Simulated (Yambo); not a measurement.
LiBH4 (space group P6_3mc, No. 186), G0W0@PBEsol (Yambo, plasmon pole, terminator in G, 3×3×2 mesh): gap Γ → Γ in eV by bands and screening block.

```
bands (W and G)  2 Ry  3 Ry  5 Ry  6 Ry  8 Ry
---------------  ----  ----  ----  ----  ----
38                  ?  9.58  9.72  9.77  9.80
66               9.42     ?  9.67  9.73  9.78
104              9.40  9.48  9.67     ?  9.81
150              9.39  9.47  9.67  9.76  9.83
199              9.39  9.47  9.67  9.77  9.84
```

**Question.** Estimate the withheld gaps from their neighbours; the computed values follow.

**Answer.** 
- 38, 2 Ry: 9.53
- 66, 3 Ry: 9.49
- 104, 6 Ry: 9.75

The largest settings aren't shown to be the converged limit.

Geometry of the Materials Project entry, not relaxed at this level; primitive cell a = b = 4.203 Å, c = 7.420 Å, α = β = 90.00°, γ = 120.00°.

The structure is a Materials Project entry; no match was found in the copy of COD used, and its stability was not checked.
